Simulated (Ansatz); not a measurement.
The relaxed structure here is a generated cell of CdO: the first start was made by placing the elements on the sites of a structure type, and the end was not matched to a known phase here, so it may be hypothetical. Known forms of CdO include space group No. 225.

One stationary structure of CdO. Calculation: PBEsol (plane waves to 420 eV, PAW, scalar-relativistic; Ansatz, a quantum-chemistry and plane-wave program).

```xyz
4
Lattice="3.2533 0.0000 0.0000 -1.6267 2.8175 0.0000 0.0000 0.0000 5.7167" Properties=species:S:1:pos:R:3 pbc="T T T"
Cd     0.0000     0.0000     0.0000
Cd     0.0000     0.0000     2.8584
O      1.6267     0.9392     4.2875
O      0.0000     1.8783     1.4292
```

Q: Find the space group and the Wyckoff positions (tolerance 0.01 Å).

A: Space group P6₃/mmc (No. 194); a = b = 3.253 Å, c = 5.717 Å, α = β = 90.00°, γ = 120.00°

```tsv
atom	site	symmetry	x	y	z
Cd	2a	-3m.	0.0000	0.0000	0.0000
O	2c	-6m2	0.3333	0.6667	0.2500
```

This is the NiAs type.

Q: Give the shortest distances between elements (the closest pairs, up to four, under 3.6 Å).

A: Cd–O 2.36 Å; Cd–Cd 2.86 Å; O–O 3.25 Å.

```yaml
volume_per_atom: 13.10 Å³
band_gap: no gap on the sampled points, where the bands overlap only slightly; such a result is sensitive to mesh and level
```

No spin polarisation in the result.

The run could not lose the symmetry of its start: the end is stationary, and may be a saddle point rather than a minimum.

It was reached from a disturbed copy of a Pmma (No. 51) cell, against which it lies -0.24 eV/atom.
